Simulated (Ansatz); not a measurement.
Space group P-43m (No. 215). a = 6.536 Å, b = 6.536 Å, c = 6.536 Å, α = 90.00°, β = 90.00°, γ = 90.00°
| atom | site | symmetry | x | y | z |
| --- | --- | --- | --- | --- | --- |
| Mg | 3d | -42.m | 0.0000 | 0.0000 | 0.5000 |
| Cd | 1b | -43m | 0.5000 | 0.5000 | 0.5000 |
| Te | 4e | .3m | 0.7531 | 0.7531 | 0.7531 |

Equation of state of this Mg₃CdTe₄ structure (not necessarily the ground state), with shape and atoms relaxed at each volume where symmetry leaves them free. These are results of DFT PBE, scalar-relativistic, plane waves, PAW in Ansatz 0.2.0, not measurements.

Plane waves to 420 eV, a k mesh through Γ of 4×4×4 on the computed 8-atom cell and Gaussian smearing (0.02 eV); no spin polarisation.

| V (Å³/atom) | E − E(largest V) (meV/atom) | P (GPa) | gap on mesh (eV) |
| --- | --- | --- | --- |
| 30.713 | 35.37 | 5.74 | 2.19 |
| 31.760 | 3.91 | 3.94 | 2.09 |
| 32.807 | -16.70 | 2.41 | 1.99 |
| 33.854 | -28.07 | 1.10 | 1.88 |
| 34.901 | -31.56 | -0.01 | 1.78 |
| 35.948 | -28.34 | -0.96 | 1.67 |
| 36.995 | -19.38 | -1.76 | 1.57 |
| 38.391 | 0.00 | -2.66 | 1.45 |

Problem. Fit a third-order Birch–Murnaghan equation, E = E0 + (9V0B0/16)·[(x − 1)³B0' + (x − 1)²(6 − 4x)] with x = (V0/V)^(2/3), to E(V).

Solution. V0 = 34.90 Å³/atom, B0 = 34 GPa, B0' = 4.3.

Spin-orbit coupling is left out, which matters for the bands of heavy elements.

The cell was found from a structure generator's guess, not taken from experiment.
